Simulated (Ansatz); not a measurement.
A geometry of Se away from equilibrium: the start of the relaxation of a relaxed Se cell displaced along its unstable phonon at q = (½, 0, 0) of its primitive reciprocal cell (41i cm⁻¹), largest move 0.15 Å. Method: r2SCAN (plane waves to 500 eV, PAW, scalar-relativistic; Ansatz, a program for electronic structure). Γ-centred k-mesh 13×13×13 on the run's cell (coarser than for final values), Fermi–Dirac smearing 0.05 eV.

```xyz
2
Lattice="-3.4365 3.4365 3.4365 1.7183 -1.7183 1.7183 1.7183 1.7183 -1.7183" Properties=species:S:1:pos:R:3 pbc="T T T"
Se     0.1500     0.0000     0.0000
Se    -1.8683     1.7183     1.7183
```

Q: Which atoms carry the largest force, and which way does it point?

A: 0.18 eV/Å, on Se1, Se2 (atoms numbered as listed); on Se1 its components are (0.18, 0.00, 0.00).

Q: What is the pressure?

A: +0.9 GPa, compression positive.

Q: How far above the relaxed end point is this geometry?

A: 0.45 eV/atom; the path ends in Pm-3m (No. 221) (AFLOW prototype A_cP1_221_a (A_h)).

No spin polarisation in the result.

The run could not lose the symmetry of its start, so the end can be a saddle point.

The end of the path is a generated cell of Se: the first start was made by placing the elements on the sites of a structure type, and the end was not matched to a known phase here, so it may be hypothetical. Known forms of Se include space group No. 152.
